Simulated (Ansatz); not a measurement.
B:
Space group R-3m, hexagonal axes (No. 166); a = 4.898 Å, b = 4.898 Å, c = 12.513 Å, α = 90.00°, β = 90.00°, γ = 120.00°

```
atom  site  symmetry       x       y       z
----  ----  --------  ------  ------  ------
B      18h        .m  0.2370  0.1185  0.1086
B      18h        .m  0.1963  0.3925  0.0243
```
(The calculation used a cell of 12 atoms; values per cell refer to that cell.)

Relaxed with r²SCAN.

Question: Which orbitals make up the states near the band edges in the program Ansatz at the r²SCAN level (PAW)?

Answer: Top 1 eV of the valence band: B 2p 96 %. Bottom 1 eV of the conduction band: B 2p 80 %, B 2s 17 %. Projections are on Löwdin-orthogonalised atomic valence shells; empty p or d shells of many metals are not among them.

Question: Tabulate the density of states.

Answer: States/eV per cell of 12 atoms, in 0.25 eV bins, energy from the valence-band maximum.

| E (eV) | total | B 2p | B 2s |
|---|---|---|---|
| -7.86 | 2.88 | 2.16 | 0.69 |
| -7.61 | 2.19 | 1.66 | 0.51 |
| -7.36 | 2.73 | 2.08 | 0.63 |
| -7.11 | 3.09 | 2.39 | 0.67 |
| -6.86 | 2.49 | 1.95 | 0.53 |
| -6.61 | 2.57 | 2.03 | 0.52 |
| -6.36 | 2.71 | 2.17 | 0.52 |
| -6.11 | 2.73 | 2.24 | 0.47 |
| -5.86 | 2.92 | 2.46 | 0.44 |
| -5.61 | 3.42 | 3.04 | 0.36 |
| -5.36 | 2.64 | 2.36 | 0.26 |
| -5.11 | 1.18 | 1.05 | 0.12 |
| -4.86 | 1.27 | 1.13 | 0.13 |
| -4.61 | 2.08 | 1.83 | 0.23 |
| -4.36 | 3.69 | 3.24 | 0.43 |
| -4.11 | 5.69 | 5.08 | 0.58 |
| -3.86 | 3.56 | 3.22 | 0.32 |
| -3.61 | 3.72 | 3.30 | 0.41 |
| -3.36 | 5.37 | 4.85 | 0.50 |
| -3.11 | 3.29 | 2.98 | 0.29 |
| -2.86 | 4.45 | 4.02 | 0.40 |
| -2.61 | 4.64 | 4.19 | 0.43 |
| -2.36 | 4.33 | 3.98 | 0.33 |
| -2.11 | 5.42 | 5.01 | 0.39 |
| -1.86 | 5.14 | 4.82 | 0.30 |
| -1.61 | 2.45 | 2.25 | 0.19 |
| -1.36 | 1.95 | 1.80 | 0.14 |
| -1.11 | 1.61 | 1.50 | 0.10 |
| -0.86 | 1.25 | 1.19 | 0.06 |
| -0.61 | 0.33 | 0.32 | 0.01 |
| -0.36 | 0.14 | 0.14 | 0.00 |
| -0.11 | 0.03 | 0.03 | 0.00 |
| 0.14 | 0.00 | 0.00 | 0.00 |
| 0.39 | 0.00 | 0.00 | 0.00 |
| 0.64 | 0.00 | 0.00 | 0.00 |
| 0.89 | 0.00 | 0.00 | 0.00 |
| 1.14 | 0.00 | 0.00 | 0.00 |
| 1.39 | 0.00 | 0.00 | 0.00 |
| 1.64 | 0.52 | 0.40 | 0.10 |
| 1.89 | 3.02 | 2.37 | 0.55 |
| 2.14 | 2.18 | 1.75 | 0.36 |
| 2.39 | 1.43 | 1.16 | 0.21 |
| 2.64 | 1.10 | 0.89 | 0.17 |
| 2.89 | 1.14 | 0.86 | 0.24 |
| 3.14 | 2.58 | 1.89 | 0.60 |
| 3.39 | 3.96 | 2.87 | 0.95 |
| 3.64 | 3.05 | 2.32 | 0.62 |
| 3.89 | 2.35 | 1.85 | 0.41 |
| 4.14 | 2.82 | 2.12 | 0.58 |
| 4.39 | 2.92 | 2.19 | 0.60 |
| 4.64 | 2.19 | 1.63 | 0.44 |
| 4.89 | 2.37 | 1.75 | 0.49 |
| 5.14 | 2.78 | 1.90 | 0.75 |
| 5.39 | 3.74 | 2.57 | 0.96 |
| 5.64 | 3.48 | 2.45 | 0.81 |
| 5.89 | 2.98 | 2.17 | 0.60 |
| 6.14 | 3.27 | 2.33 | 0.69 |
| 6.39 | 2.52 | 1.80 | 0.52 |

The r²SCAN relaxation kept the symmetry of its start; phonons on a q-mesh show no instability.

Potentials: the earlier of the program's two PAW sets.
